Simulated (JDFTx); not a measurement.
Ta(110) slab cut from bulk Ta (space group Im-3m, indices of the conventional cell, lattice of the Materials Project entry mp-50, not re-optimised): 4 atoms in 4 planes, a 1x1 cell of 7.75 Å² (|a| = 2.866, |b| = 2.866 Å), 6.9 Å between the outermost planes, cell height 23.0 Å, 8×8×1 k mesh, Fermi smearing 0.01 Ha, no spin polarisation.

All numbers are PBE, GBRV ultrasoft potentials, plane waves to 20/100 Ha results from a modified build of JDFTx, not measurements. Liquid: CANDLE, water, 0.5 M NaF. Between zero charge and 0.51 V from it the run gives σ = 11.1 μC/cm², a mean capacitance of 21.6 μF/cm². The liquid has ε = 78.4, a 1:1 salt at 0.5 M with linear (Debye) response, and T = 298 K.

A calculation by hand: the Debye length, the diffuse-layer capacitance, and the inner capacitance that is left when the two stand in series.

Each ion has density c = 0.5 × 6.022×10⁻⁴ = 3.011e-04 Å⁻³. λ² = ε kT / (8π (e²/4πε₀) c) with kT = 0.02568 eV and e²/4πε₀ = 14.40 eV Å gives λ = 4.30 Å; the log prints 4.30 Å. C_diffuse = ε₀ε/λ = 161 μF/cm². Then 1/C_inner = 1/21.6 − 1/161, so C_inner = 24.9 μF/cm², which equals a vacuum gap of ε₀/C_inner = 0.36 Å. The diffuse layer takes 13 % of the potential drop; the rest lies between the electrode's charge and the onset of the dielectric, with the electrode's own (quantum) capacitance in it. The split is a model: in the calculation solvent and ions share one smooth cavity.
